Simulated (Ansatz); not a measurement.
# Is this Fe result the lowest state?

Fe is taken as an experimental structure (space group Im-3m, primitive cell doubled), 2 atoms in the cell. The computed pressure is over 10 GPa in size, so the cell is far from the computed equilibrium volume. Source: COD entry 9013479; the sample's temperature and pressure aren't taken into account, and it need not be the stable phase.

Method: DFT, PBE, PAW, plane waves, scalar-relativistic in Ansatz.

```yaml
crystal:
  lattice:
    - [-1.4455, 1.4455, 1.4455]
    - [2.891, -2.891, 2.891]
    - [1.4455, 1.4455, -1.4455]
  atoms:
    - { symbol: Fe, position: [0.0, 0.0, 0.0], spin: 4.0 }
    - { symbol: Fe, position: [0.0, 0.5, 0.0], spin: -4.0 }
magnetization:
  spin_polarized: true
hamiltonian:
  xc: pbe
  pseudopotentials: { kind: paw }
basis:
  ecutwfc: 420
kpoints:
  mp_grid: { grid: [15, 8, 15] }
scf:
  occupations: { method: fermi_dirac, width: 0.05 }
  lower_state_search: "off"
output:
  forces: true
  stress: true
  write_density: true
  write_potential: true
  elf: true
  volumetric_format: npy
```

Launched as:
```sh
ansatz run input.yaml --threads 2 --pin off --max-ram 5120MiB --backend cpu --events-out ev --progress --plain --runs-dir out
```

Wall time and machine: 14 s on 2 threads of Arm Neoverse V1, on a shared host, peak memory 0.61 GiB.

The end of the output:

```
SCF converged after 10 iterations
Magnetization: 0.0000 μB (16.0000 up, 16.0000 down)
Absolute magnetization: 4.4014 μB (∫|ρ↑−ρ↓|, with the PAW one-centre terms)
Spin contamination: 1.8938 ħ² per cell (⟨S²⟩ above its minimum at these occupations)
Per-site moments (μB) at R_I (Å): [(2.1310, 1.0327), (-2.1310, 1.0327)]
Free energy (F): -8960.494606 eV
Harris-Foulkes:  -8960.494606 eV  (|F-HF|=5.34e-9)
Internal energy: -8960.468106 eV  (E = F + TS)
E sigma→0 (E₀):  -8960.481356 eV
Entropy (-TS):   -0.026500 eV (-13.250 meV/atom)
Fermi energy:    17.498855 eV
--- Forces (eV/Å), atoms counted from 1 ---
  atom   1  Fe    -0.00000000     0.00000000    -0.00000000
  atom   2  Fe     0.00000000     0.00000000     0.00000000
--- Stress (GPa, compression-positive) ---
      -13.181712      -0.052105       6.058141
       -0.052096      -6.156564      -0.052096
        6.058141      -0.052105     -13.181712
  P = ⅓ Tr σ = -10.8400 GPa (-108.400 kbar)
```

The mesh has less symmetry than the lattice, which lowers the symmetry of the run.

Site moments are taken inside atomic spheres and don't add up to the total.

Problem. The run converged. Is this the lowest state of the cell, and if not, what lies lower and how is it reached?

Solution. No. A state 217 meV/atom (0.434 eV per cell) lower exists in this cell: ferromagnetic, site moments Fe1 2.32, Fe2 2.32 μB, total 4.53 μB per cell, no gap on the k-mesh. It was reached from: parallel moments, default search for lower states [Fe1 4.00, Fe2 4.00 μB]; a moment on one site alone, plain SCF [Fe1 4.00 μB]. The wrong state matters: the pressure is -10.3 GPa there against -10.8 GPa here. This multiple of the primitive cell fits some opposed orders; other multiples fit others. Orders that need a larger cell or non-collinear spins weren't tried.
